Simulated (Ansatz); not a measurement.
Ti₃C₂O₂:
Space group P-3m1 (No. 164); a = b = 3.0054 Å, c = 10.6649 Å, α = β = 90.00°, γ = 120.00°

```csv
atom,site,symmetry,x,y,z
O,2c,3m.,0.0000,0.0000,0.3238
Ti,2d,3m.,0.6667,0.3333,0.2392
C,2d,3m.,0.3333,0.6667,0.1169
Ti,1a,-3m.,0.0000,0.0000,0.0000
```

Relaxed with PBEsol.

Task: Decompose the optical modes at the zone centre into irreducible representations, and say which are infrared and Raman allowed.

Result: Point group -3m: Γ_opt = 3A1g + 3A2u + 3Eg + 3Eu. Infrared: A2u, Eu. Raman: A1g, Eg.

Task: Assign frequencies (DFPT, PBEsol in the plane-wave PAW code Ansatz).

Result: Eg 114, Eu 198, A1g 203, Eu 340, Eg 363, A2u 368, Eu 511, Eg 550, A2u 553, A1g 589, A2u 690, A1g 752 cm⁻¹.

The start of the workflow was typed in or built on a structure type; neither database checked (COD, Materials Project) lists it. Its standing as an ambient phase is unchecked. The PBEsol relaxation kept the symmetry of its start; of distortions, only those at the zone centre were tested. The workflow began spin-polarised and lost its moments. A crystal of weakly bound layers computed without a dispersion correction: the cell and the soft elastic constants depend strongly on that. The compound may be a true metal, but semilocal functionals without U, or a wrong spin order, can also close a gap. As this level gives no gap, phonon frequencies hold no LO–TO term and depend on the k-mesh and smearing (Fermi–Dirac, 0.1 eV here).

Potentials: the later of the program's two PAW sets.
